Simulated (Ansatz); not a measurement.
Consider the following.

WSe₂:
```cif
data_Se4W2
_chemical_formula_sum 'W2 Se4'
_space_group_name_H-M_alt 'P 1'
_space_group_IT_number 1
_cell_length_a 3.30260
_cell_length_b 3.30260
_cell_length_c 13.22737
_cell_angle_alpha 90.000
_cell_angle_beta 90.000
_cell_angle_gamma 120.000
loop_
_space_group_symop_operation_xyz
  'x, y, z'
loop_
_atom_site_label
_atom_site_type_symbol
_atom_site_fract_x
_atom_site_fract_y
_atom_site_fract_z
_atom_site_occupancy
W1 W 0.33333 0.66667 0.25000 1
W2 W 0.66667 0.33333 0.75000 1
Se1 Se 0.33333 0.66667 0.62423 1
Se2 Se 0.66667 0.33333 0.12423 1
Se3 Se 0.66667 0.33333 0.37577 1
Se4 Se 0.33333 0.66667 0.87577 1
```

This is the r²SCAN+D4-relaxed structure.

All from the program Ansatz at the r²SCAN+D4 level (PAW), unless another level is named. Predict the electron effective mass with spin–orbit coupling.

0.46, 0.52, 0.58 mₑ (principal values).

What about the hole effective mass with spin–orbit coupling?

0.76, 0.76, 0.92 mₑ (principal values).

What about the band gap?

1.17 eV (indirect).

What about the conduction-band minimum?

on the K–Γ line, 46 % of the way from K (6 equivalent valleys).

Space group P6_3/mmc. The r²SCAN+D4 relaxation kept the symmetry of its start; of distortions, only those at the zone centre were tested. No spin polarisation was allowed. Spin–orbit coupling is left out wherever it is not named.

Potentials: the later of the program's two PAW sets.
